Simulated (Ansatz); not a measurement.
Relaxed-ion elastic tensor of TiO2 in space group Pbca (No. 61; Ti on 8c, O on 8c, O on 8c) in GPa (Voigt order), the program Ansatz at the r²SCAN level (PAW); density 4.12 g/cm³, 10.73 Å³ per atom.

```json
[
 {"": "1", "1": "316", "2": "177", "3": "153", "4": "0.0", "5": "0.0", "6": "0.0"},
 {"": "2", "1": "177", "2": "314", "3": "166", "4": "0.0", "5": "0.0", "6": "0.0"},
 {"": "3", "1": "153", "2": "166", "3": "323", "4": "0.0", "5": "0.0", "6": "0.0"},
 {"": "4", "1": "0.0", "2": "0.0", "3": "0.0", "4": "88.6", "5": "0.0", "6": "0.0"},
 {"": "5", "1": "0.0", "2": "0.0", "3": "0.0", "4": "0.0", "5": "109", "6": "0.0"},
 {"": "6", "1": "0.0", "2": "0.0", "3": "0.0", "4": "0.0", "5": "0.0", "6": "105"}
]
```

Is the crystal mechanically stable?

Yes: the smallest eigenvalue of C is 88.6 GPa.

Work out the Voigt, Reuss and Hill averages.

K_V = 216, K_R = 216, K_H = 216; G_V = 91.0, G_R = 88.4, G_H = 89.7 GPa.

Give Young's modulus, Poisson's ratio, Pugh's ratio and the universal anisotropy index.

E = 9KG/(3K + G) = 236 GPa; ν = 0.32; K/G = 2.41 (ductile by the Pugh limit of 1.75); A_U = 5G_V/G_R + K_V/K_R − 6 = 0.15.

Estimate the sound speeds and the Debye temperature.

v_l = √((K + 4G/3)/ρ) = 9030 m/s, v_t = √(G/ρ) = 4660 m/s, mean 5220 m/s; Θ = (h/k)(3n/4πV)^(1/3) v_m = 705 K.

Solve the Christoffel equation for the three sound speeds along x, y, z.

Eigenvalues of C_ijkl n_j n_l equal ρv². In km/s, slowest first: x 5.04, 5.15, 8.76; y 4.64, 5.04, 8.73; z 4.64, 5.15, 8.85.

How much does each axis shrink under pressure?

Linear compressibilities β_i = Σ_j S_ij (j = 1 to 3): x 1.6, y 1.4, z 1.6 per TPa.

The cell was relaxed with r²SCAN under the symmetry of its start. No spin polarisation was allowed.

Potentials: the earlier of the program's two PAW sets. The files were generated under PBE; for other functionals the program regenerates the frozen cores, and for LDA and PBEsol the local potential too.
